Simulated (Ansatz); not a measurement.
TaAgO3:
```cif
data_Ag2O6Ta2
_chemical_formula_sum 'Ta2 Ag2 O6'
_space_group_name_H-M_alt 'P 1'
_space_group_IT_number 1
_cell_length_a 5.58656
_cell_length_b 5.58656
_cell_length_c 5.58656
_cell_angle_alpha 59.232
_cell_angle_beta 59.232
_cell_angle_gamma 59.232
loop_
_space_group_symop_operation_xyz
  'x, y, z'
loop_
_atom_site_label
_atom_site_type_symbol
_atom_site_fract_x
_atom_site_fract_y
_atom_site_fract_z
_atom_site_occupancy
Ta1 Ta 0.00000 0.00000 0.00000 1
Ta2 Ta 0.50000 0.50000 0.50000 1
Ag1 Ag 0.75000 0.75000 0.75000 1
Ag2 Ag 0.25000 0.25000 0.25000 1
O1 O 0.80790 0.69210 0.25000 1
O2 O 0.19210 0.30790 0.75000 1
O3 O 0.25000 0.80790 0.69210 1
O4 O 0.75000 0.19210 0.30790 1
O5 O 0.69210 0.25000 0.80790 1
O6 O 0.30790 0.75000 0.19210 1
```

Relaxed with r²SCAN.

Q: Which orbitals make up the states near the band edges in DFT-r²SCAN in the program Ansatz with PAW potentials?

A: Top 1 eV of the valence band: Ag 4d 59 %, O 2p 38 %. Bottom 1 eV of the conduction band: Ta 5d 84 %, O 2p 8 %. Projections are on Löwdin-orthogonalised atomic valence shells; empty p or d shells of many metals are not among them.

Q: Tabulate the density of states.

A: States/eV per cell of 10 atoms, in 0.25 eV bins, energy from the valence-band maximum.

```tsv
E (eV)	total	O 2p	Ag 4d	Ta 5d
-6.45	0.00	0.00	0.00	0.00
-6.20	6.30	4.21	0.07	1.56
-5.95	5.26	3.56	0.08	1.23
-5.70	5.42	3.58	0.15	1.28
-5.45	6.90	4.54	0.22	1.68
-5.20	6.56	4.39	0.24	1.54
-4.95	6.10	4.21	0.25	1.28
-4.70	5.82	3.94	0.35	1.23
-4.45	7.89	5.53	0.61	1.36
-4.20	8.12	5.59	0.89	1.32
-3.95	8.87	6.11	1.28	1.16
-3.70	10.06	7.08	1.64	0.99
-3.45	4.73	3.39	0.72	0.41
-3.20	5.73	3.94	1.13	0.36
-2.95	6.63	4.68	1.30	0.29
-2.70	6.72	4.65	1.58	0.24
-2.45	12.55	8.35	3.44	0.37
-2.20	12.11	7.89	3.60	0.28
-1.95	11.53	7.34	3.69	0.24
-1.70	6.60	3.62	2.78	0.11
-1.45	5.19	0.36	4.74	0.06
-1.20	17.88	1.45	15.84	0.42
-0.95	10.35	1.82	8.09	0.31
-0.70	10.58	3.49	6.77	0.19
-0.45	17.19	6.61	10.03	0.34
-0.20	17.98	8.23	9.36	0.19
0.05	0.93	0.41	0.51	0.00
0.30	0.00	0.00	0.00	0.00
0.55	0.00	0.00	0.00	0.00
0.80	0.00	0.00	0.00	0.00
1.05	0.00	0.00	0.00	0.00
1.30	0.00	0.00	0.00	0.00
1.55	0.00	0.00	0.00	0.00
1.80	0.00	0.00	0.00	0.00
2.05	0.00	0.00	0.00	0.00
2.30	0.07	0.00	0.00	0.07
2.55	1.27	0.05	0.02	1.19
2.80	1.80	0.13	0.03	1.58
3.05	2.17	0.22	0.02	1.74
3.30	2.62	0.33	0.02	1.97
3.55	3.09	0.45	0.02	2.21
3.80	2.84	0.47	0.02	1.89
4.05	4.64	0.87	0.03	3.09
4.30	4.42	0.93	0.02	2.86
4.55	6.22	1.32	0.03	3.83
4.80	5.37	1.20	0.02	3.34
5.05	5.74	1.25	0.02	3.22
5.30	5.60	1.16	0.02	2.73
5.55	4.41	0.94	0.01	2.03
5.80	4.58	1.02	0.01	1.61
6.05	5.52	1.36	0.02	1.24
6.30	3.30	0.74	0.01	0.49
6.55	0.35	0.05	0.00	0.05
6.80	0.00	0.00	0.00	0.00
7.05	0.00	0.00	0.00	0.00
```

Space group R-3c. The first step of the workflow began from a Materials Project structure, measured or hypothetical; the Crystallography Open Database copy checked does not list it. COD files the formula under space group No. 161. Whether it is the stable phase at ambient conditions was not checked. The cell was relaxed with r²SCAN under the symmetry of its start; phonons show weakly imaginary modes. The run is not spin-polarised. Spin–orbit coupling is left out wherever it is not named.

Potentials: the later of the program's two PAW sets.
